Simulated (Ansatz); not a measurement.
BaGaSnH:
```
BaGaSnH
1.0
    4.53162     0.00000     0.00000
   -2.26581     3.92450     0.00000
    0.00000     0.00000     5.20713
Ba Ga Sn H
1 1 1 1
Cartesian
  0.00000   2.61633   5.20603
  0.00000   0.00000   2.16879
  2.26581   1.30817   2.82771
  0.00000   0.00000   0.43927
```

Relaxed with PBEsol.

Q: Map the valence electron density (e/Å³), cut off at 1 on the plane through (0.333, 0.667, 1.000) spanned by u = [0, 0, 1] and v = [1, -1, 0] in lattice vectors, from plane-wave PAW PBEsol (Ansatz code).

A: x is the fraction of u, y of v (the angle between them is 90°; rows are the nearest grid lines); atoms in the plane: Ba at (0.00, 0.00), Ga at (0.42, 0.67), Sn at (0.54, 0.33), H at (0.08, 0.67).
```
y \ x   0.000  0.0769  0.192  0.269  0.346  0.462  0.538  0.654  0.731  0.808  0.923   1.00
------  -----  ------  -----  -----  -----  -----  -----  -----  -----  -----  -----  -----
1.00    0.189   0.917  0.764  0.155  0.045  0.030  0.028  0.042  0.154  0.771  0.920  0.189
0.923    1.00    1.00  0.415  0.106  0.052  0.046  0.043  0.044  0.100  0.413   1.00   1.00
0.846   0.365   0.291  0.117  0.093  0.108  0.122  0.101  0.062  0.054  0.086  0.271  0.365
0.769   0.135   0.194  0.191  0.245  0.472  0.575  0.306  0.100  0.053  0.041  0.074  0.135
0.692   0.422    1.00  0.547  0.744   1.00   1.00   1.00  0.142  0.060  0.043  0.121  0.422
0.615   0.290   0.613  0.412  0.558   1.00   1.00  0.823  0.135  0.061  0.043  0.102  0.290
0.538   0.075   0.103  0.128  0.185  0.311  0.407  0.305  0.142  0.082  0.053  0.051  0.075
0.462   0.038   0.040  0.069  0.120  0.218  0.453  0.554  0.330  0.184  0.102  0.049  0.038
0.385   0.039   0.036  0.069  0.140  0.357   1.00   1.00   1.00  0.458  0.185  0.064  0.039
0.308   0.040   0.036  0.070  0.148  0.423   1.00   1.00   1.00  0.561  0.205  0.067  0.040
0.231   0.050   0.045  0.064  0.109  0.210  0.726   1.00  0.553  0.256  0.137  0.067  0.050
0.154   0.351   0.270  0.104  0.079  0.095  0.138  0.151  0.127  0.107  0.126  0.280  0.351
0.0769   1.00    1.00  0.418  0.107  0.052  0.047  0.046  0.050  0.107  0.421   1.00   1.00
0.000   0.189   0.917  0.764  0.155  0.045  0.030  0.028  0.042  0.154  0.771  0.920  0.189
```

The density is the valence pseudo-density with augmentation charge, so density and ELF within about 1 Å of a nucleus are not all-electron values.

Space group P3m1. The workflow started from a Materials Project entry (that database holds measured and hypothetical structures alike); the Crystallography Open Database files this formula in space group No. 156, but the cells were not matched. Its standing as an ambient phase is unchecked. The cell was relaxed with PBEsol under the symmetry of its start; whether a distortion lowers the energy is not shown. Scalar-relativistic: spin–orbit coupling is off unless named, which matters more the heavier the elements.

Potentials: the later of the program's two PAW sets.
